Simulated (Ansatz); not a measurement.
Au (fcc, Cu type)

```
Au
1.0
    4.15718     0.00000     0.00000
    0.00000     4.15718     0.00000
    0.00000     0.00000     4.15718
Au
4
Direct
  0.00000   0.00000   0.00000
  0.50000   0.50000   0.00000
  0.50000   0.00000   0.50000
  0.00000   0.50000   0.50000
```

Scan: atom 3 (Au, nearest neighbour Au at 2.940 Å; its periodic images, 4.2 Å or more away, move with it) is displaced towards the nearest neighbour, direction (-0.707, -0.707, 0.000) in Cartesian axes, by s. The other atoms stay.

Computed with PBE (plane waves to 420 eV, PAW, scalar-relativistic; Ansatz, an electronic-structure program). k mesh 9×9×9 (Γ-centred), Fermi-Dirac smearing 0.05 eV. Energies are smeared free energies. With partly filled bands, energies and forces of such displacements shift with the k mesh and the smearing. Au was relaxed with its symmetry unable to fall. Spin-orbit coupling is left out, though Au is heavy. ΔE is measured from the undisplaced structure. The last digit holds for this mesh only.

```tsv
s (Å)	ΔE (meV/cell)
-0.880	4888.3
-0.704	2311.4
-0.528	1021.6
-0.352	381.6
-0.176	85.9
0.000	0.0
0.176	85.9
0.352	381.6
0.528	1021.6
0.704	2311.4
0.880	4888.3
```

**Question.** What force constant k = d²E/ds² at s = 0 does the table give?

**Answer.** 5.3 eV/Å². It is the second difference of the nearest points, corrected with the next pair.

**Question.** With k = 5.32 eV/Å² from the forces, is the well harmonic out to s = 0.880 Å?

**Answer.** ½ks² = 2058 meV/cell against the computed 4888 meV/cell, so the well is stiffer than harmonic there.

(For displaced atoms, the force is minus the slope of the energy, and its curvature is a force constant, which sets phonon frequencies.)
